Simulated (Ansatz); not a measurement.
Consider the following.

WSi$_{2}$ (MoSi2 type, space group I4/mmm)

```
WSi2
1.0
   -1.60615     1.60615     3.90288
    1.60615    -1.60615     3.90288
    1.60615     1.60615    -3.90288
W Si
1 2
Cartesian
  0.00000   0.00000   0.00000
  0.00000   0.00000   2.61388
  0.00000   0.00000   5.19189
```

In each cell atom 1 (W, nearest neighbour Si at 2.612 Å; its periodic images, 3.2 Å or more away, move with it) moves by s·(0.707, 0.707, 0.000) (along Cartesian [110]), the rest being held.

The numbers are results of r2SCAN (plane waves to 500 eV, PAW, scalar-relativistic; Ansatz, an electronic-structure program), not measurements. k mesh 16×16×16 (Γ-centred), Fermi-Dirac smearing 0.05 eV. The energy includes the smearing's −TS. Left out: 2 of 11 points, with atoms too close for the PAW data. With partly filled bands, energies and forces of such displacements shift with the k mesh and the smearing. Spin-orbit coupling is left out, though W is heavy. The PAW data are Ansatz's earlier set. WSi2 is run without spin polarisation. WSi2 was relaxed with its symmetry unable to fall. ΔE is measured from the undisplaced structure.

The scan covers s from -0.624 to 0.624 Å in 9 points.

Q: Is the energy the same for equal positive and negative displacements?

A: Even: the same for both signs. With its periodic images moving along, the atom's site symmetry in this cell is 4/mmm.

Q: What force acts on the atom along the line at s = -0.624 Å?

A: 13.4 eV/Å.

Q: What is the energy change at s = 0.624 Å?

A: 3228 meV/cell.

Q: What is the force constant k = d²E/ds² of this move at s = 0?

A: 11.1 eV/Å².

(For displaced atoms, the force is minus the slope of the energy, and its curvature is a force constant, which sets phonon frequencies.)
